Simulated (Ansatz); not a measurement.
Structure relaxation, CsPbCl3

The start is a randomly generated symmetric cell of CsPbCl3 (space group No. 155). A full variable-cell relaxation at zero pressure is run with r2SCAN (plane waves to 500 eV, PAW, scalar-relativistic; Ansatz, a program for electronic structure). The first steps use a coarse 3×3×3 k-mesh.

The start:
```yaml
crystal:
  lattice:
    - [5.43025, 3.13515, 4.03567]
    - [-5.43025, 3.13515, 4.03567]
    - [0.00000, -6.27031, 4.03567]
  atoms:
    - { symbol: Cl, position: [0.38154, 0.61846, 0.00000] }
    - { symbol: Cl, position: [0.00000, 0.38154, 0.61846] }
    - { symbol: Cl, position: [0.61846, 0.00000, 0.38154] }
    - { symbol: Cl, position: [0.81785, 0.18215, 0.50000] }
    - { symbol: Cl, position: [0.50000, 0.81785, 0.18215] }
    - { symbol: Cl, position: [0.18215, 0.50000, 0.81785] }
    - { symbol: Cs, position: [0.00000, 0.00000, 0.00000] }
    - { symbol: Cs, position: [0.50000, 0.50000, 0.50000] }
    - { symbol: Pb, position: [0.79942, 0.79942, 0.79942] }
    - { symbol: Pb, position: [0.20058, 0.20058, 0.20058] }
```

Task: Does the structure survive the relaxation? Give the final space group.

Result: The space group goes from R32 (No. 155) to R-3c (No. 167), with 10 atoms in the primitive cell.

Task: How much energy is released per atom?

Result: About 2.6 eV/atom.

Task: How does the volume change?

Result: -13.2 %, from 41.22 to 35.80 Å³/atom.

Task: How do the shortest distances between atoms change?

Result: The closest pairs of elements (up to four, under 3.6 Å), start → end: Cl–Cl 2.07 → 3.97 Å; Cs–Pb 2.43 → 4.76 Å; Cl–Pb 3.73 → 2.86 Å; Cl–Cs 3.45 → 3.54 Å.

Task: Is the relaxed structure metallic? Give its gap.

Result: 2.68 eV, direct at Γ (no spin-orbit coupling).

Task: Give the final cell and atomic positions.

Result: 
```cif
data_Cl18Cs6Pb6
_chemical_formula_sum 'Cl18 Cs6 Pb6'
_space_group_name_H-M_alt 'R-3c :H'
_space_group_IT_number 167
_space_group_name_Hall '-R 3 2"c'
_cell_length_a 8.06878
_cell_length_b 8.06878
_cell_length_c 19.04829
_cell_angle_alpha 90.000
_cell_angle_beta 90.000
_cell_angle_gamma 120.000
loop_
_atom_site_label
_atom_site_type_symbol
_atom_site_symmetry_multiplicity
_atom_site_Wyckoff_symbol
_atom_site_fract_x
_atom_site_fract_y
_atom_site_fract_z
_atom_site_occupancy
Cl1 Cl 18 e 0.56148 0.56148 0.25000 1
Cs1 Cs 6 a 0.00000 0.00000 0.25000 1
Pb1 Pb 6 b 0.00000 0.00000 0.00000 1
```
(The calculation used a cell of 10 atoms; values per cell refer to that cell.)

Final values are on a 5×5×5 k-mesh of the relaxed cell. The start holds a very short contact (Cl–Cl 2.07 Å). No spin polarisation in the result. Spin-orbit coupling is missing; with elements this heavy it can move band edges by tenths of an eV or more.

The run could not lose the symmetry of its start, so the end can be a saddle point.

The relaxed structure here is a generated cell of CsPbCl3: the first start was made by a random draw of sites in a space group, and the end was not matched to a known phase here, so it may be hypothetical. Known forms of CsPbCl3 include space group No. 221.
